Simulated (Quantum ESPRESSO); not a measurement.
## Moving one atom in AlCuIn2Ir3Ti

These are calculations, not measurements. They come from Quantum ESPRESSO 7.5, a public plane-wave density functional program. Each row is one single-point run on a made-up periodic cell of eight metal atoms, with elements, volume, strain and displacements drawn at random and not relaxed, so a cell may be unstable or far from any real phase. There is no spin polarisation or spin-orbit coupling.

Settings: PBE unless stated; PseudoDojo standard norm-conserving files; Fermi-Dirac width 0.25 eV, which means electrons at about 2900 K; cutoff 1252 eV; 6 x 5 x 4 k mesh shifted half a step off Gamma. E is the free energy of the whole cell (internal energy minus TS), so a -TS column is already part of it. Stress is positive in tension, and the pressure P is minus a third of its trace.

Checks: one run of this series was repeated at a higher cutoff and on a denser mesh, which moved values by no more than 0.003 eV, 0.05 GPa and 0.005 eV/Å, and a second program with other atomic files agreed on it to 2 % rms in force and 0.5 GPa in pressure. Known limits: the copper pseudopotential is less sure than most, with forces differing by about three percent and pressure by about two GPa from a second method on plain copper; heavy elements are run without spin-orbit coupling, which real alloys of them have; a spin test at this wide smearing found no moment, but such smearing suppresses magnetism that the real alloy may have.

The lattice is face-centred cubic, and the cell vectors in Å are (-4.141, -0.061, 0.013); (-0.074, -3.999, 4.008); (0.085, 6.053, 2.059), a volume of 134.53 Å³. The elements on sites 1 to 8 are Ir Al Ir In Ti In Ir Cu. The runs move the Al atom on site 2 by u along z from its drawn, already displaced place and keep all else fixed. Forces are on that atom, and E is counted from run 4.

```
run,u (Å),Fx (eV/Å),Fy (eV/Å),Fz (eV/Å),P (GPa),E (meV)
1,-0.1427,0.059,0.816,-0.139,-3.33,-47.3
2,-0.1182,?,?,?,?,?
3,-0.0284,0.075,1.141,-0.488,-3.17,-11.6
4,-0.0063,0.074,1.213,-0.558,-3.10,0.0
5,0.0583,0.065,1.441,-0.768,-2.86,42.8
6,0.0831,0.058,1.537,-0.853,-2.74,62.9
7,0.1437,0.035,1.787,-1.072,-2.39,121.1
```

## Worked fit

A parabola through the runs shown gives Fz = -0.577 - 3.25 u - 1.3 u² eV/Å, with an error of 0.01 on the linear term and a scatter of 0.003 eV/Å. Minus its integral from run 1 to run 7 is 168 meV, and the table's energies differ by 168 meV.

## Withheld run

Question: what Fz should run 2 give?

The fit gives -0.211 ± 0.004 eV/Å. The calculation gave -0.213 eV/Å.
